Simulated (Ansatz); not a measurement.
MoIr:
```
CELL_PARAMETERS angstrom
      0.00000     2.55920     2.55920
      2.55920     0.00000     2.55920
      2.55920     2.55920     0.00000
ATOMIC_POSITIONS crystal
  Ir 0.00000 0.00000 0.00000
  Mo 0.50000 0.50000 0.50000
```

Relaxed with PBEsol. Special points in fractions of this cell's reciprocal vectors: Γ (0.000, 0.000, 0.000); X (0.500, 0.000, 0.500); U (0.625, 0.250, 0.625); K (0.375, 0.375, 0.750); L (0.500, 0.500, 0.500); W (0.500, 0.250, 0.750).

### Question
List the band energies nearest the Fermi level at these points for plane-wave PAW PBEsol (Ansatz code).

### Answer
In eV from the Fermi level; about four levels below and three above (degenerate sets whole), none deeper than 8.9 eV; … stands for higher levels left out; points with the same levels are listed once.

| k | below | above |
|---|---|---|
| Γ | -5.80 -5.80 -5.20 -5.20 -5.20 | 2.29 2.29 2.29 |
| X | -4.20 -1.71 -1.71 -0.87 | 0.50 0.50 2.53 |
| U | -4.16 -3.55 -2.21 -0.17 | 0.49 0.89 1.19 |
| L | -1.97 -1.97 -0.62 -0.05 -0.05 | 2.10 … |
| W | -4.66 -2.67 -1.68 -1.19 | 0.45 0.86 0.86 |

Space group Fm-3m (rock salt). The start of the workflow was typed in or built on a structure type; neither database checked (COD, Materials Project) lists it. COD files the formula under space group No. 51. Its standing as an ambient phase is unchecked. Symmetry was held in the PBEsol relaxation. At this level the phase is mechanically unstable. No spin polarisation was allowed. Its formation energy is positive at this level, so the cell may be metastable or incomplete. Scalar-relativistic: spin–orbit coupling is off unless named, which matters more the heavier the elements.

Potentials: the earlier of the program's two PAW sets. The files were generated under PBE; for other functionals the program regenerates the frozen cores, and for LDA and PBEsol the local potential too.
